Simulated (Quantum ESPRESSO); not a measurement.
**Kohn-Sham bands of Si₂W (P6₂22)**

```
CELL_PARAMETERS angstrom
      4.61685     0.00000     0.00000
     -2.30842     3.99831     0.00000
      0.00000     0.00000     6.65322
ATOMIC_POSITIONS crystal
  Si 0.83637 0.67275 0.50000
  Si 0.16362 0.83637 0.83333
  Si 0.32725 0.16363 0.16667
  Si 0.16363 0.32725 0.50000
  Si 0.83638 0.16363 0.83333
  Si 0.67275 0.83637 0.16667
  W  0.00000 0.50000 0.16667
  W  0.50000 0.00000 0.50000
  W  0.50000 0.50000 0.83333
```

Structure: Materials Project mp-8939, symmetrised, not relaxed again. Not found in the COD (Crystallography Open Database) copy used, which has the formula in other groups; not checked further. Computed values, not measurements, from PBEsol: Quantum ESPRESSO (norm-conserving PseudoDojo potentials, cutoff 60 Ry, no spin polarisation, no spin-orbit coupling) on a Γ-centred 4×4×4 mesh, then Wannier90. Density: 12×12×6 mesh, cold smearing 0.01 Ry. Spin-orbit coupling is left out although heavy elements are present.

Problem. List the Kohn-Sham levels between −8 and 3.0 eV relative to the Fermi level at the high-symmetry points, as a band run of pw.x on that density gives them (levels within 2 meV counted together).

Solution. 
```json
[
 {"point": "Γ", "k (reciprocal lattice)": "0.000 0.000 0.000", "levels (eV)": "-7.58, -7.04 (×2), -6.35 (×2), -5.54, -5.19 (×2), -4.91, -4.00 (×2), -3.49 (×2), -3.36 (×2), -3.01, -2.57, -0.93, 2.20 (×2), 2.27, 2.31, 2.59, 2.68 (×2), 2.87 (×2)"},
 {"point": "M", "k (reciprocal lattice)": "0.500 0.000 0.000", "levels (eV)": "-6.88, -6.74, -5.65, -5.55, -4.83, -4.67, -4.07, -3.59, -3.44, -3.23, -2.41, -2.27, -1.64, -1.16, -0.64, 0.03, 0.79, 0.90, 0.98, 1.83, 2.50, 2.72, 2.76"},
 {"point": "K", "k (reciprocal lattice)": "0.333 0.333 0.000", "levels (eV)": "-7.88, -7.37 (×2), -5.13, -3.78 (×2), -3.23 (×2), -3.17, -3.01 (×2), -2.73, -1.17 (×2), -0.81, 0.81, 1.12 (×2), 1.26 (×2), 1.41, 2.29 (×2)"},
 {"point": "A", "k (reciprocal lattice)": "0.000 0.000 0.500", "levels (eV)": "-7.49, -6.95 (×2), -6.84, -6.19 (×2), -5.57 (×2), -5.54, -4.05, -3.77 (×2), -3.76, -2.71 (×2), -2.58, -0.72 (×2), 1.74, 2.01 (×2), 2.24, 2.42 (×2), 2.66, 2.72"},
 {"point": "L", "k (reciprocal lattice)": "0.500 0.000 0.500", "levels (eV)": "-7.72, -6.59, -6.41, -5.93, -5.35, -4.99, -4.25, -3.58, -3.56, -3.31, -3.22, -3.20, -2.94, -2.07, -1.25, 0.02, 0.65, 1.04, 1.24, 1.43, 1.79, 2.01, 2.29, 2.79"},
 {"point": "H", "k (reciprocal lattice)": "0.333 0.333 0.500", "levels (eV)": "-6.32, -6.15 (×2), -5.55, -4.23 (×2), -3.61 (×2), -3.49, -3.44, -1.93 (×2), -1.56 (×2), -0.62, 0.54 (×2), 0.79, 1.69 (×2), 2.21 (×2), 2.27"}
]
```
